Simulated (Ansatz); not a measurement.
Relaxed-ion elastic tensor of BP in space group Pm-3n (No. 223; B on 6c, P on 6d) in GPa (Voigt order), the program Ansatz at the r²SCAN level (PAW); density 2.40 g/cm³, 14.45 Å³ per atom.

```
      1     2     3     4     5     6
-  ----  ----  ----  ----  ----  ----
1   271  55.9  55.9   0.0   0.0   0.0
2  55.9   271  55.9   0.0   0.0   0.0
3  55.9  55.9   271   0.0   0.0   0.0
4   0.0   0.0   0.0  94.2   0.0   0.0
5   0.0   0.0   0.0   0.0  94.2   0.0
6   0.0   0.0   0.0   0.0   0.0  94.2
```

### Question
Is the crystal mechanically stable?

### Answer
Yes: the smallest eigenvalue of C is 94.2 GPa.

### Question
Work out the Voigt, Reuss and Hill averages.

### Answer
K_V = 127, K_R = 127, K_H = 127; G_V = 99.5, G_R = 99.1, G_H = 99.3 GPa.

### Question
Give Young's modulus, Poisson's ratio, Pugh's ratio and the universal anisotropy index.

### Answer
E = 9KG/(3K + G) = 236 GPa; ν = 0.19; K/G = 1.28 (brittle by the Pugh limit of 1.75); A_U = 5G_V/G_R + K_V/K_R − 6 = 0.02.

### Question
Estimate the sound speeds and the Debye temperature.

### Answer
v_l = √((K + 4G/3)/ρ) = 10400 m/s, v_t = √(G/ρ) = 6430 m/s, mean 7090 m/s; Θ = (h/k)(3n/4πV)^(1/3) v_m = 867 K.

### Question
Give the Zener ratio and Young's modulus along [100], [110] and [111].

### Answer
A = 2C44/(C11 − C12) = 0.88; 1/E = S11 − 2(S11 − S12 − S44/2)Γ with Γ = 0, 1/4, 1/3 gives 251, 233, 227 GPa.

### Question
Solve the Christoffel equation for the three sound speeds along [100], [110], [111].

### Answer
Eigenvalues of C_ijkl n_j n_l equal ρv². In km/s, slowest first: [100] 6.26, 6.26, 10.62; [110] 6.26, 6.69, 10.36; [111] 6.55, 6.55, 10.27.

The start of the workflow was typed in or built on a structure type; neither database checked (COD, Materials Project) lists it. It is not the phase usual at ambient conditions (space group No. 216). The cell was relaxed with r²SCAN under the symmetry of its start; whether a distortion lowers the energy is not shown.

Potentials: the later of the program's two PAW sets.
